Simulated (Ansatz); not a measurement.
Ansatz input

```yaml
crystal:
  lattice:
    - [0.0, 2.9943435877, 2.9943435877]
    - [2.9943435877, 0.0, 2.9943435877]
    - [2.9943435877, 2.9943435877, 0.0]
  atoms:
    - { symbol: Ba, position: [0.0, 0.0, 0.0] }
hamiltonian:
  xc: lda
  pseudopotentials:
    kind: paw_fr
    azcp:
      Ba: "pseudopotentials/Ba.paw.azcp"
basis:
  ecutwfc: 420
  fft_grid_basis: typed
kpoints:
  mp_grid: { grid: [9, 9, 9], shift: [0, 0, 0] }
magnetization:
  noncollinear: true
  spin_orbit: true
scf:
  occupations: { method: fermi_dirac, width: 0.1 }
```

Output

```
Warning: the record states the generating functional pbe (its physics header spells it `PBE`), which answers neither for hamiltonian.xc's functional nor for the lda family's — results may be inconsistent (PPs are generated against a specific XC)
Engine: ansatz 0.2.0, aarch64-unknown-linux-gnu
Pseudopotentials: kind: paw_fr
Pseudopotential: Ba, paw_fr, valence charge 10, recommended cutoff 420 eV (normal) 
Functional definition: SPW92
  exchange = slater_x
  correlation = pw_c
non-collinear run that drives no moment, with spin-orbit: no starting moment large enough to seed its density (crystal.atoms[].spin), no starting occupations that ask for one, no magnetisation constraint and no magnetic field, so the semilocal B_xc is pinned to zero
Crystal: 1 atoms, lattice volume = 53.695 Å³
Basis set: ecut = 420 eV, 1067 PW (Γ)
Bands: 18, of which v1, the nominal top of the filled ones, is band 10 counted from 1 (9 counted from 0)
Symmetry: 48 space group operations + 48 with time reversal
Magnetic group: BNS 225.117 (UNI 1619), of the structure as read, at distance tolerance 3.8e-5 Å
k-points: 35 of 729
Projection manifold: j_resolved (fully-relativistic pseudo-atomic orbitals)
Non-local potential: Ba, projectors of the file, l = 0: 3, l = 1: 4, l = 2: 4, l = 3: 4
PAW form: soft (Blöchl's): semilocal exchange-correlation on the pseudo side does not see the compensation charge
PAW frozen core: Ba, regenerated for the run's functional, and the local potential with it (the file was generated under x = pbe(κ = 0.804, μ = 0.2195149727645171), c = pbe(β = 0.06672455060314922))
PAW one-centre angular grid: Ba, 194 points (default); XC on 64 Gauss nodes
Initial density: superposition of atomic densities (chi_scale 0.1, normalization cell)
Initial wavefunctions: pseudopotential atomic-orbital guess
Functional: x = slater, c = lda
SCF iter   1: F=—  HF=-5784.185342 eV  |F-HF|=—  |Δ(HF+E_count)|=         —  Δρ=4.59e-3  dr2=8.12e-3  dr2_m=0.00e0 (ungated)  ethr=3.10e-3  |M|=0.00e0 ∫|m|=0.00e0 μB  |m|>n=0.0e0 m-floor=0.0e0 τ_xc=0.0e0  β_m=0.30  ⟨swp⟩=9.1  Hψ=2279  notcnv=0
SCF iter   2: F=—  HF=-5784.184582 eV  |F-HF|=—  |Δ(HF+E_count)|=   7.60e-4  Δρ=3.49e-3  dr2=5.03e-3  dr2_m=0.00e0 (ungated)  ethr=8.12e-5  |M|=0.00e0 ∫|m|=0.00e0 μB  |m|>n=0.0e0 m-floor=0.0e0 τ_xc=0.0e0  β_m=0.65  ⟨swp⟩=1.1  Hψ=462  notcnv=0
SCF iter   3: F=—  HF=-5784.183971 eV  |F-HF|=—  |Δ(HF+E_count)|=   6.12e-4  Δρ=6.43e-4  dr2=3.80e-4  dr2_m=0.00e0 (ungated)  ethr=5.03e-5  |M|=0.00e0 ∫|m|=0.00e0 μB  |m|>n=0.0e0 m-floor=0.0e0 τ_xc=0.0e0  β_m=0.54  ⟨swp⟩=2.5  Hψ=564  notcnv=0
SCF iter   4: F=—  HF=-5784.183833 eV  |F-HF|=—  |Δ(HF+E_count)|=   1.38e-4  Δρ=2.78e-4  dr2=7.71e-5  dr2_m=0.00e0 (ungated)  ethr=3.80e-6  |M|=0.00e0 ∫|m|=0.00e0 μB  |m|>n=0.0e0 m-floor=0.0e0 τ_xc=0.0e0  β_m=0.77  ⟨swp⟩=2.1  Hψ=481  notcnv=0
SCF iter   5: F=—  HF=-5784.183815 eV  |F-HF|=—  |Δ(HF+E_count)|=   1.85e-5  Δρ=7.16e-5  dr2=4.78e-6  dr2_m=0.00e0 (ungated)  ethr=7.71e-7  |M|=0.00e0 ∫|m|=0.00e0 μB  |m|>n=0.0e0 m-floor=0.0e0 τ_xc=0.0e0  β_m=0.82  ⟨swp⟩=2.2  Hψ=511  notcnv=0
SCF iter   6: F=—  HF=-5784.183812 eV  |F-HF|=—  |Δ(HF+E_count)|=   2.37e-6  Δρ=1.79e-5  dr2=2.60e-7  dr2_m=0.00e0 (ungated)  ethr=4.78e-8  |M|=0.00e0 ∫|m|=0.00e0 μB  |m|>n=0.0e0 m-floor=0.0e0 τ_xc=0.0e0  β_m=0.91  ⟨swp⟩=2.5  Hψ=508  notcnv=0
SCF iter   7: F=-5784.183812 eV  HF=-5784.183812 eV  |F-HF|=2.24e-9  |Δ(HF+E_count)|=   1.25e-7  Δρ=1.72e-6  dr2=2.70e-9  dr2_m=0.00e0 (ungated)  ethr=1.00e-9  |M|=0.00e0 ∫|m|=0.00e0 μB  |m|>n=0.0e0 m-floor=0.0e0 τ_xc=0.0e0  ⟨swp⟩=2.9  Hψ=742  notcnv=0
SCF 1 converged in 7 iterations: F = -5784.183812 eV  dr2 = 2.70e-9
SCF converged after 7 iterations
Magnetization: |M| = 0.0000 μB,  M = (+0.0000, +0.0000, +0.0000) μB
Absolute magnetization: 0.0000 μB (∫|m|)
  site 0: m = (+0.0000, +0.0000, +0.0000) μB, |m| = 0.0000 μB  (R = 1.75 Å)
Free energy (F): -5784.183812 eV
Harris-Foulkes:  -5784.183812 eV  (|F-HF|=2.24e-9)
Internal energy: -5784.131161 eV  (E = F + TS)
E sigma→0 (E₀):  -5784.157487 eV
Entropy (-TS):   -0.052651 eV (-52.651 meV/atom)
Fermi energy:    6.897582 eV
--- Per-component energies (eV) ---
  E_band       = -72.386025
  E_kinetic    = 167.810946
  E_local      = -339.757410  (includes V_loc(G=0)·N_el)
  E_nonlocal   = 60.402736
  E_hartree    = 106.212940
  E_xc         = -165.680655
  E_vxc        = -134.286836  (∫ρ·V_xc dr)
  E_paw        = -5062.194208  (= ΣΔE_a)
  E_vpaw       = -38.982337  (= ΣTr[D̂ρ^β])
  E_aug_tail   = -0.000002  (compensation charges beyond the density's cutoff)
  E_ewald      = -551.209192
  E_core_change = 0.283684  (= ΣΔE_core)
  E_smearing   = -0.052651  (= −TS)
  E_closure    = 0.000000  (closes the sum)
  Σ components = -5784.183812   (vs F -5784.183812, Δ=0.00e0)
```
